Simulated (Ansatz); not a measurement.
Input and command of a plane-wave DFT calculation in Ansatz:

```yaml
crystal:
  lattice:
    - [0.0, 4.2963951983, 4.2963951983]
    - [4.2963951983, 0.0, 4.2963951983]
    - [4.2963951983, 4.2963951983, 0.0]
  atoms:
    - { symbol: Cs, position: [0.75, 0.75, 0.75] }
    - { symbol: Cs, position: [0.25, 0.25, 0.25] }
    - { symbol: Li, position: [0.5, 0.5, 0.5] }
    - { symbol: Sc, position: [0.0, 0.0, 0.0] }
    - { symbol: F, position: [0.7631804069, 0.2368195931, 0.2368195931] }
    - { symbol: F, position: [0.2368195931, 0.2368195931, 0.7631804069] }
    - { symbol: F, position: [0.2368195931, 0.7631804069, 0.7631804069] }
    - { symbol: F, position: [0.2368195931, 0.7631804069, 0.2368195931] }
    - { symbol: F, position: [0.7631804069, 0.2368195931, 0.7631804069] }
    - { symbol: F, position: [0.7631804069, 0.7631804069, 0.2368195931] }
basis:
  ecutwfc: 420
kpoints:
  mp_grid: { grid: [6, 6, 6] }
hamiltonian:
  xc: pbesol
scf:
  occupations: { method: gaussian, width: 0.05 }
output:
  forces: true
  stress: true
  eigenvalues: true
  write_density: true
  write_potential: true
  elf: true
  volumetric_format: npy
```

```bash
ansatz run input.yaml --threads 2 --pin off --max-ram 5120MiB --backend cpu --events-out ev --progress --plain --runs-dir out
```

Processor: Arm Neoverse V1, 2 threads, on a host shared with other jobs.

Estimate time, memory and problem size.

About 5.6 s on 2 threads of Arm Neoverse V1 (shared host), peak memory 0.52 GiB. It solves 47 bands at 16 k points (the mesh reduced by the symmetry that the task leaves, which can be less than the crystal's) with about 3119 plane waves, in 6 SCF iterations.
